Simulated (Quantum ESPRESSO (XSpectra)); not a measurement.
Quantum ESPRESSO (XSpectra) run for X-ray absorption at the Si K edge of ZrSi2 (Cmcm). Geometry: Materials Project entry mp-1515 (a computed structure). The cell is the entry's, not relaxed again. The ground-state test found no gap over 0.25 eV with this functional, so the cell is neutral with smeared occupations; energies count from the Fermi level. pw.x input:

```
&CONTROL
  calculation = 'scf'
  prefix = 'x'
  pseudo_dir = './pseudo'
  outdir = './out'
/
&SYSTEM
  ibrav = 0
  nat = 24
  ntyp = 3
  ecutwfc = 56
  input_dft = 'PZ'
  occupations = 'smearing'
  smearing = 'mv'
  degauss = 0.02
/
&ELECTRONS
  conv_thr = 2.4e-07
  mixing_beta = 0.4
/
ATOMIC_SPECIES
Sih 28.085 Si.lda-tm-gipaw-star1s.UPF
Zr 91.224 Zr.upf
Si 28.085 Si.lda-tm-gipaw.UPF
CELL_PARAMETERS angstrom
   0.000000000    0.000000000   -7.346500000
  -7.366960000    0.000000000    0.000000000
  -1.841740000    7.435570000    0.000000000
ATOMIC_POSITIONS crystal
Zr     0.375000000    0.447045000    0.211820000
Zr     0.875000000    0.447045000    0.211820000
Zr     0.375000000    0.947045000    0.211820000
Zr     0.875000000    0.947045000    0.211820000
Zr     0.125000000    0.052955000    0.788180000
Zr     0.625000000    0.052955000    0.788180000
Zr     0.125000000    0.552955000    0.788180000
Zr     0.625000000    0.552955000    0.788180000
Sih    0.125000000    0.224270000    0.102920000
Si     0.625000000    0.224270000    0.102920000
Si     0.125000000    0.724270000    0.102920000
Si     0.625000000    0.724270000    0.102920000
Si     0.375000000    0.275730000    0.897080000
Si     0.875000000    0.275730000    0.897080000
Si     0.375000000    0.775730000    0.897080000
Si     0.875000000    0.775730000    0.897080000
Si     0.375000000    0.125125000    0.499500000
Si     0.875000000    0.125125000    0.499500000
Si     0.375000000    0.625125000    0.499500000
Si     0.875000000    0.625125000    0.499500000
Si     0.125000000    0.374875000    0.500500000
Si     0.625000000    0.374875000    0.500500000
Si     0.125000000    0.874875000    0.500500000
Si     0.625000000    0.874875000    0.500500000
K_POINTS automatic
4 4 4 0 0 0
```

xspectra.x input:

```
&input_xspectra
  calculation = 'xanes_dipole'
  edge = 'K'
  prefix = 'x'
  outdir = './out'
  xonly_plot = .false.
  xiabs = 1
  xcoordcrys = .false.
  xepsilon(1) = 1.0
  xepsilon(2) = 0.0
  xepsilon(3) = 0.0
  xe0 = 12.5334
  xniter = 1500
  xcheck_conv = 50
  xerror = 0.002
  x_save_file = 'x0.sav'
/
&plot
  xnepoint = 451
  xemin = -5.0
  xemax = 40.0
  xgamma = 0.7
  terminator = .true.
  cut_occ_states = .true.
/
&pseudos
  filecore = 'core.wfc'
/
&cut_occ
  cut_desmooth = 0.1
  cut_stepl = 0.01
  cut_ierror = 1e-6
/
4 4 4 1 1 1
```

End of the pw.x output:

```
   -14.4393 -14.4334 -14.4290 -14.4287 -14.4255 -14.4214 -14.3943 -14.3825
   -14.3755 -14.3646 -14.3568 -14.3466 -14.3316 -14.3246 -14.3235 -14.3139
     0.4799   1.8217   1.9009   1.9126   2.2958   2.3645   2.3666   2.3832
     4.9220   5.5512   5.8156   5.8247   6.3876   6.3877   6.3893   6.3916
     7.1600   7.2337   7.3718   7.4812   7.4935   7.6136   7.7511   7.7939
     7.8978   8.1937   8.2819   8.3497   9.2719   9.4863   9.5884   9.6102
     9.8781  10.0693  10.0740  10.0908  10.3023  10.3369  10.5049  10.5122
    10.9444  10.9629  11.0032  11.0176  11.3442  11.3756  11.3794  11.3875
    12.6150  12.7598  12.7918  12.8218  13.1977  13.2444  13.2618  13.2818
    14.2102  14.2475  14.3016  14.3359  14.7448  15.1962  15.2152  15.2538
    15.2596

     the Fermi energy is    12.5334 ev

!    total energy              =   -1026.09927298 Ry
     estimated scf accuracy    <       0.00000004 Ry
     smearing contrib. (-TS)   =      -0.00767587 Ry
     internal energy E=F+TS    =   -1026.09159710 Ry

     The total energy is F=E-TS. E is the sum of the following terms:
     one-electron contribution =    -149.74256492 Ry
     hartree contribution      =     150.49178711 Ry
     xc contribution           =    -285.87237741 Ry
     ewald contribution        =    -740.96844187 Ry

     convergence has been achieved in  16 iterations

     XML data file, charge density, pseudopotentials, collected wavefunctions
```

xspectra.x output, shortened:

```
... Begin STEP 1 ...

        Radial transition matrix element(s) used in the calculation of the
        initial vector of the Lanczos basis (|tilde{phi}_abs> normalized)
        | For PAW proj. (l=1) #1: radial matrix element =   0.024474362
        | For PAW proj. (l=1) #2: radial matrix element =   0.030304530

NB: the    16 k-point are not all listed below because npool=  4
        |-------------------------------------------------------------
        ! k-point #     1:  (-0.1247,  0.0926, -0.1250),  0.0312,   1
        |-------------------------------------------------------------
 okvan= F
        |   Norm of the initial Lanczos vector: 0.19161487E-01
        !   => CONVERGED at iter    500 with error=  0.00173651
        |-------------------------------------------------------------
        ! k-point #     2:  (-0.1247,  0.3396, -0.1250),  0.0312,   1
        |-------------------------------------------------------------
 okvan= F
        |   Norm of the initial Lanczos vector: 0.19161488E-01
        !   => CONVERGED at iter    600 with error=  0.00102110
        |-------------------------------------------------------------
        ! k-point #     3:  (-0.1247,  0.5866, -0.1250),  0.0312,   1
        |-------------------------------------------------------------
 okvan= F
        |   Norm of the initial Lanczos vector: 0.19161488E-01
        !   => CONVERGED at iter    600 with error=  0.00166281
        |-------------------------------------------------------------

        ...
... Begin STEP 2 ...

     The spectrum is calculated using the following parameters:
        xe0 [eV]:   12.5334
        the occupied states are elimintate from the spectrum
        xemin [eV]:  -5.00
        xemax [eV]:  40.00
        xnepoint:  451
        constant broadening parameter [eV]:    0.700
        Core level energy [eV]:  -1839.
         (from electron binding energy of neutral atoms in X-ray data booklet)

     Cross-section successfully written in xanes.dat

     ... End STEP 2 ...

     xanes        :     85.14s CPU     85.42s WALL (       1 calls)

     -------------------------------------------------------------------------
                                END JOB XSpectra
     -------------------------------------------------------------------------
```

xanes.dat for the field along x, every fifth line (energy in eV, cross section):

```
   -5.000   2.4180e-04
   -4.500   2.7010e-04
   -4.000   3.0490e-04
   -3.500   3.4870e-04
   -3.000   4.0550e-04
   -2.500   4.8210e-04
   -2.000   5.9050e-04
   -1.500   7.5550e-04
   -1.000   1.0320e-03
   -0.500   1.5540e-03
    0.000   2.5140e-03
    0.500   3.5250e-03
    1.000   4.1700e-03
    1.500   4.8620e-03
    2.000   5.5930e-03
    2.500   6.1010e-03
    3.000   6.3650e-03
    3.500   6.8760e-03
    4.000   7.7130e-03
    4.500   8.5680e-03
    5.000   8.5000e-03
    5.500   7.8830e-03
    6.000   7.5440e-03
    6.500   7.2360e-03
    7.000   6.9750e-03
    7.500   6.8550e-03
    8.000   6.6430e-03
    8.500   6.7980e-03
    9.000   6.8060e-03
    9.500   6.4210e-03
   10.000   5.9690e-03
   10.500   5.5050e-03
   11.000   5.2340e-03
   11.500   5.1530e-03
   12.000   5.0280e-03
   12.500   5.1400e-03
   13.000   5.1130e-03
   13.500   4.8730e-03
   14.000   4.9970e-03
   14.500   5.1630e-03
   15.000   4.9270e-03
   15.500   4.6230e-03
   16.000   4.3340e-03
   16.500   4.1400e-03
   17.000   4.1500e-03
   17.500   4.2570e-03
   18.000   4.2850e-03
   18.500   4.3710e-03
   19.000   4.5230e-03
   19.500   4.5450e-03
   20.000   4.4190e-03
   20.500   4.4010e-03
   21.000   4.4220e-03
   21.500   4.6190e-03
   22.000   4.9720e-03
   22.500   5.1950e-03
   23.000   5.3240e-03
   23.500   5.4120e-03
   24.000   5.2580e-03
   24.500   5.1340e-03
   25.000   5.2880e-03
   25.500   5.2010e-03
   26.000   4.8670e-03
   26.500   4.5350e-03
   27.000   4.2610e-03
   27.500   4.1400e-03
   28.000   4.2340e-03
   28.500   4.3850e-03
   29.000   4.5330e-03
   29.500   4.7550e-03
   30.000   4.7510e-03
   30.500   4.5180e-03
   31.000   4.1540e-03
   31.500   3.9990e-03
   32.000   4.1100e-03
   32.500   4.1390e-03
   33.000   4.1300e-03
   33.500   4.2510e-03
   34.000   4.2920e-03
   34.500   4.2170e-03
   35.000   4.0600e-03
   35.500   4.0410e-03
   36.000   4.0720e-03
   36.500   3.8040e-03
   37.000   3.4690e-03
   37.500   3.2620e-03
   38.000   3.1540e-03
   38.500   3.1260e-03
   39.000   3.1970e-03
   39.500   3.2970e-03
   40.000   3.3910e-03
```
